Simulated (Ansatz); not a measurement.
GeS2:
```
GeS2
1.0
    1.72291     0.99472     7.13938
   -1.72291     0.99472     7.13938
    0.00000    -1.98945     7.13938
Ge S
1 2
Direct
  0.00000   0.00000   0.00000
  0.26815   0.26815   0.26815
  0.73185   0.73185   0.73185
```

This is the PBE-relaxed structure.

Problem. All from PBE in the plane-wave PAW code Ansatz, unless another level is named. Predict the formation energy from the elements (no fitted shifts).

Solution. -204 meV/atom.

Problem. Predict the smallest direct gap on the standard path.

Solution. 1.08 eV.

Problem. What about the electron effective mass?

Solution. 0.19, 0.65, 2.4 mₑ (principal values).

Problem. Give the conduction-band minimum.

Solution. at F (3 equivalent valleys).

Problem. Give the weight of the conduction-edge state by species (Voronoi cells).

Solution. S 69 %, Ge 31 %.

Space group R-3m. The cell is a constructed one: a structure type filled with these elements; neither database checked (COD, Materials Project) lists it. COD files the formula under space group No. 14, 43, 82, 122, 217, so this cell is another polymorph or a model. Its standing as an ambient phase is unchecked. Symmetry was held in the PBE relaxation; whether a distortion lowers the energy is not shown. A crystal of weakly bound layers computed without a dispersion correction: the cell and the soft elastic constants depend strongly on that. The references are the lowest solids computed at this level, not always the standard phases. Scalar-relativistic: spin–orbit coupling is off unless named, which matters more the heavier the elements.

Potentials: the later of the program's two PAW sets.
